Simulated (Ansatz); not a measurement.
## Property card for GaAs

GaAs in space group Pm-3n (No. 223; Ga on 6c, As on 6d), a = b = c = 6.9879 Å, α = β = γ = 90.00°.

Space group Pm-3n (No. 223); conventional cell a = 6.9879 Å, b = 6.9879 Å, c = 6.9879 Å, α = 90.00°, β = 90.00°, γ = 90.00°.

Method: r²SCAN in the plane-wave PAW code Ansatz. The cell and atoms are relaxed at this level. Other levels are named where they apply.

Cell and energy:

```yaml
volume_per_atom: 28.44 Å³
density: 4.22 g/cm³
```

Electronic structure:

```yaml
band_gap: 0.79 eV (direct)
valence_band_maximum: at Γ
conduction_band_minimum: at Γ
electron_effective_mass: 0.048 mₑ (isotropic)
Electron effective mass with spin–orbit coupling: 0.047 mₑ (isotropic)
Hole effective mass, band 1 of 3 at the edge: 1.6 along [100], 1.6 along [110], 0.41 along [111] (mₑ)
Hole effective mass, band 2 of 3 at the edge: 1.6 along [100], 0.29 along [110], 0.41 along [111] (mₑ)
Hole effective mass, band 3 of 3 at the edge: 0.039 along [100], 0.044 along [110], 0.046 along [111] (mₑ)
Hole effective mass with spin–orbit coupling, band 1 of 2 at the edge: 1.6 along [100], 0.51 along [110], 0.40 along [111] (mₑ)
Hole effective mass with spin–orbit coupling, band 2 of 2 at the edge: 0.053 along [100], 0.057 along [110], 0.059 along [111] (mₑ)
HSE06 gap on the r²SCAN cell: 1.20 eV
Gap with spin–orbit coupling: 0.71 eV
```

Mechanics:

```yaml
Bulk modulus (Birch–Murnaghan fit): 54.6 GPa
Pressure derivative B′: 4.6
Elastic constants (relaxed ions, GPa): C11 = 108, C12 = 28.1, C44 = 20.0
mechanical_stability: stable (all eigenvalues of C positive)
hill_bulk_and_shear_moduli: 54.7 and 26.5 GPa
Young's modulus: 68.4 GPa
Poisson's ratio: 0.29
debye_temperature_from_the_elastic_constants: 273 K
```

Charges:

```yaml
bader_charges: Ga +0.76, As -0.76 e
```

The start of the workflow was typed in or built on a structure type; neither database checked (COD, Materials Project) lists it. It is not the phase usual at ambient conditions (space group No. 216). The r²SCAN relaxation kept the symmetry of its start; its stability against distortions is not shown here. The volume moved by 22 % from the start of the relaxation. Spin–orbit coupling is left out wherever it is not named.

Potentials: the later of the program's two PAW sets.
